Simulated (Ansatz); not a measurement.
SiGe:
```xyz
4
Lattice="3.9596 0.0000 0.0000 0.0000 3.9661 0.0000 0.0000 0.0000 5.5959" Properties=species:S:1:pos:R:3 pbc="T T T"
Si     2.9697     0.0000     4.9297
Si     0.9899     0.0000     0.6662
Ge     0.9899     1.9831     2.0623
Ge     2.9697     1.9831     3.5335
```

The program Ansatz at the PBE level (PAW) gives a gap of 0.27 eV without spin–orbit coupling, maximum at Γ, minimum at T.

Question: What happens when spin–orbit coupling is switched on?

Answer: The gap decreases by 0.04 eV, to 0.23 eV; maximum at Γ, minimum at T.

Question: Give the electron effective mass with spin–orbit coupling.

Answer: 0.064, 0.096, 0.21 mₑ (principal values).

Question: Give the hole effective mass with spin–orbit coupling.

Answer: 0.062, 0.22, 0.26 mₑ (principal values).

Space group Pmma. The start of the workflow was typed in or built on a structure type; neither database checked (COD, Materials Project) lists it. Whether it is the stable phase at ambient conditions was not checked. The PBE relaxation kept the symmetry of its start; whether a distortion lowers the energy is not shown.

Potentials: the earlier of the program's two PAW sets.
